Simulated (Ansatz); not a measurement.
Si3BTe2: zone-centre modes

Theory: DFT PBE, scalar-relativistic, plane waves, PAW in Ansatz 0.2.0. Plane waves to 420 eV; Γ-centred k mesh 10×10×4; Fermi-Dirac smearing of 0.15 eV. No spin polarisation. Phonons by linear response, acoustic sum rule imposed.

Relaxed structure:
```
Si B Te
1.0
     3.55457    0.00000    0.00000
     0.00000    3.71141    0.00000
     0.00000    0.00000   11.33640
Si B Te
3 1 2
Direct
  0.50000 0.00000 0.96860
  0.00000 0.00000 0.83604
  0.00000 0.50000 0.14778
  0.50000 0.50000 0.05729
  0.00000 0.00000 0.30638
  0.00000 0.50000 0.68390
```

It was reached by relaxing an invented guess, and it needn't be the stable form of this composition. In a metal, frequencies depend on the k mesh and the smearing, soft modes most. Spin–orbit coupling is left out, which matters for heavy elements. No dispersion correction is applied, so modes and constants that involve weak contacts between layers, chains or molecules come out too soft.

(1) Is this structure stable against zone-centre distortions?

(2) List the optical modes at Γ (i marks imaginary ones).

Results:

(1) Yes, at Γ: no optical mode is imaginary. Strains and other wave vectors aren't tested by this run.

(2)
| frequency (cm⁻¹) | degeneracy |
| --- | --- |
| 50 | 1 |
| 67 | 1 |
| 95 | 1 |
| 96 | 1 |
| 168 | 1 |
| 172 | 1 |
| 246 | 1 |
| 297 | 1 |
| 304 | 1 |
| 371 | 1 |
| 453 | 1 |
| 458 | 1 |
| 588 | 1 |
| 600 | 1 |
| 673 | 1 |
